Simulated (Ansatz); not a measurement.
Here is an unrelaxed guess for Sc2SbP3.

```cif
data_structure
_symmetry_space_group_name_H-M 'P 1'
_symmetry_Int_Tables_number 1
_cell_length_a 5.8218
_cell_length_b 5.8218
_cell_length_c 4.6298
_cell_angle_alpha 90.000
_cell_angle_beta 90.000
_cell_angle_gamma 120.000
_cell_volume 135.89
loop_
_atom_site_label
_atom_site_type_symbol
_atom_site_fract_x
_atom_site_fract_y
_atom_site_fract_z
_atom_site_occupancy
Sc1 Sc 0.33333 0.66667 0.00000 1
Sc2 Sc 0.66667 0.33333 0.00000 1
Sb1 Sb 0.00000 0.00000 0.50000 1
P1 P 0.33333 0.66667 0.50000 1
P2 P 0.66667 0.33333 0.50000 1
P3 P 0.00000 0.00000 0.00000 1
```

Level of theory: DFT PBE, scalar-relativistic, plane waves, PAW (Ansatz 0.2.0). Plane waves to 420 eV, a k mesh through Γ of 3×3×4 on the computed 6-atom cell and Gaussian smearing (0.10 eV); no spin polarisation.

The zero of energy is the elements' standard structures at the same level; no fitted shifts are applied. The references include black phosphorus.

Question: What does a single point on this coarse mesh give?

Answer: The pressure is 10.7 GPa (the mean over three directions, positive in compression), the largest force is 0.00 eV/Å (symmetry fixes the atoms), and the energy is +0.46 eV/atom against the elements. The shortest distance is 2.31 Å.

Question: How much does it gain on relaxing, and where does it end?

Answer: Relaxing gains about 0.61 eV/atom (the start's value is from the coarse mesh, so the gain is rough) in 18 ionic steps and ends at −0.15 eV/atom on the finer mesh. The symmetry stays P6/mmm (No. 191). The volume per atom shrinks by 12.5 %, from 22.6 to 19.8 Å³. The shortest distance goes from 2.31 Å (Sb–P and Sc–P) to 2.70 Å (Sb–P and Sc–P). The ratio c/a of the conventional cell changes by a factor of 1.35. Conventional cell: a = 5.043 Å, c = 5.397 Å. Around Sc lie 2 P at 2.70 Å, 3 P at 2.91 Å and 3 Sc at 2.91 Å; Sb has 2 P at 2.70 Å and 6 P at 2.91 Å; P on a site of symmetry -6m2 is surrounded by 2 Sc at 2.70 Å, 3 P at 2.91 Å and 3 Sb at 2.91 Å; 1 more site not described.

The last run used collinear spin, a 12×12×8 mesh (in the run's order of axes) for its 6-atom cell and Gaussian smearing of 0.10 eV. These runs have no spin–orbit coupling, which can matter for Sb. The reference form of P is held partly by dispersion forces, which this level lacks. The relaxation can't lower the symmetry of the start. A structure relaxed within its symmetry needn't be a true minimum. Another cell of Sc2SbP3 relaxed alike but without spin, in P-4m2, lies 0.50 eV/atom lower, so this cell isn't the stable form at this level.
